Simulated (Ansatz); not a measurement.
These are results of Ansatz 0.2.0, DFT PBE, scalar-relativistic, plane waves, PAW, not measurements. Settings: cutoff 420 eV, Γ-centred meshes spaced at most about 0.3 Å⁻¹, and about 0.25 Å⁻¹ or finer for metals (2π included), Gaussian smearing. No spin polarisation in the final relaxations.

Temperature and zero-point effects are left out. All come from trial cells, and lower structures may exist.

Question: Order these relaxed structures of P₄C by energy, lowest first, with the energy over the lowest of them.
1. Space group P-3m1 (No. 164), trigonal, a = 3.194 Å, c = 7.158 Å. P on its first site is surrounded by 3 C at 2.21 Å and 3 P at 2.30 Å; P on its second site is surrounded by 3 P at 2.30 Å; C is surrounded by 6 P at 2.21 Å.
2. Space group I-43m (No. 217), cubic, a = 5.230 Å. P is surrounded by 1 C at 1.88 Å; around C lie 4 P at 1.88 Å.
3. Space group Cmmm (No. 65), orthorhombic, a = 6.768 Å, b = 10.148 Å, c = 2.745 Å. P on a site of symmetry 2mm has 2 C at 1.88 Å and 7 P at 2.58–2.74 Å; P on a site of symmetry m2m has 1 P at 2.15 Å and 6 P at 2.73–2.74 Å; C has 4 P at 1.88 Å.
4. Space group Im-3m (No. 229), cubic, a = 5.119 Å. P has 2 C at 2.22 Å and 6 P at 2.56 Å; C is surrounded by 8 P at 2.22 Å.

Answer: 1 (0 meV/atom), 2 (49 meV/atom), 3 (90 meV/atom), 4 (326 meV/atom). Forms: 1 P-3m1; 2 I-43m; 3 Cmmm; 4 Im-3m. Counting P atoms around C (those within 1.25 times the shortest such distance or 1.15 times the sum of covalent radii; the shortest distance is added where it exceeds 1.18 times the sum of covalent radii): cell 1 has C 6 from 2.2 Å; cell 2 has C 4; cell 3 has C 4; cell 4 has C 8 from 2.2 Å. Cell 1 holds P–P nets (shortest 2.30 Å); cell 3 holds P–P pairs (shortest 2.15 Å) (bonds between like non-metal atoms; other contacts aren't counted). Even the lowest lies +0.76 eV/atom against the elements.

No dispersion correction is applied, so the spacing and binding between layers, chains or molecules are poorly described (P-3m1, Cmmm), and this can change margins and order among such cells. A magnetic state wasn't ruled out in cells without spin, among them Im-3m. Cells relaxed within their symmetry can be saddle points. Some types were kept out of the candidates beforehand, so the set may lack a known form.
